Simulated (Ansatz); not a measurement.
Where the states of InAg3 lie

```
CELL_PARAMETERS angstrom
4.14400 0.00000 0.00000
0.00000 4.14400 0.00000
0.00000 0.00000 4.14400
ATOMIC_POSITIONS crystal
In 0.00000 0.00000 0.00000
Ag 0.00000 0.50000 0.50000
Ag 0.50000 0.00000 0.50000
Ag 0.50000 0.50000 0.00000
```

The cell is COD entry 1510013, as deposited and not checked against the literature; nothing was relaxed.

Spin–orbit coupling is left out, though it moves levels of the heavy atoms by tenths of an eV or more.

Computed with DFT, PBEsol, all-electron LAPW, scalar-relativistic (Ansatz 0.2.0).

Settings: a Γ-centred 9×9×9 k mesh, Fermi–Dirac smearing of 0.05 eV, basis error target 0.5 meV/atom, no spin polarisation.

States per eV and cell, averaged over 0.6 eV, from -9.4 to 5.4 eV, with energies (bin centres) from the Fermi level; empty bins are left out. The partial columns, the largest 4 alone, are projections on Löwdin-orthogonalised atomic shells (those that the program's projection atoms carry: the occupied ones and, for some elements, an empty d or f shell; other empty shells have no column), summed over atoms of an element. Weights on diffuse s and p shells depend on that basis and aren't pure angular character.

```
E (eV)  total  Ag 4d  In 5p  Ag 5s  In 5s
  -9.2   0.22   0.01   0.01   0.12   0.07
  -8.6   0.48   0.03   0.05   0.22   0.17
  -8.0   1.11   0.21   0.09   0.33   0.46
  -7.4   1.52   0.58   0.06   0.18   0.69
  -6.8   0.48   0.32   0.07   0.08   0.01
  -6.2   7.97   6.50   0.66   0.69   0.06
  -5.6  10.98  10.22   0.44   0.23   0.02
  -5.0   9.78   9.11   0.40   0.18   0.02
  -4.4  12.83  12.43   0.17   0.15   0.01
  -3.8   7.00   6.55   0.14   0.17   0.10
  -3.2   2.24   1.60   0.18   0.23   0.18
  -2.6   1.24   0.44   0.20   0.33   0.19
  -2.0   0.85   0.22   0.30   0.13   0.13
  -1.4   1.03   0.29   0.44   0.17   0.07
  -0.8   1.31   0.27   0.57   0.26   0.09
  -0.2   1.30   0.20   0.63   0.24   0.10
   0.4   1.15   0.15   0.55   0.21   0.12
   1.0   1.08   0.12   0.49   0.20   0.13
   1.6   1.07   0.10   0.47   0.23   0.12
   2.2   1.00   0.09   0.35   0.34   0.08
   2.8   1.25   0.08   0.38   0.47   0.06
   3.4   1.39   0.07   0.32   0.54   0.12
   4.0   1.41   0.05   0.24   0.56   0.13
   4.6   1.46   0.04   0.25   0.50   0.06
   5.2   1.45   0.03   0.24   0.51   0.03
```

**Question.** Where is the centre of the filled Ag 4d states between -14 eV and the top of the filled states?

**Answer.** -4.87 eV from the Fermi level.
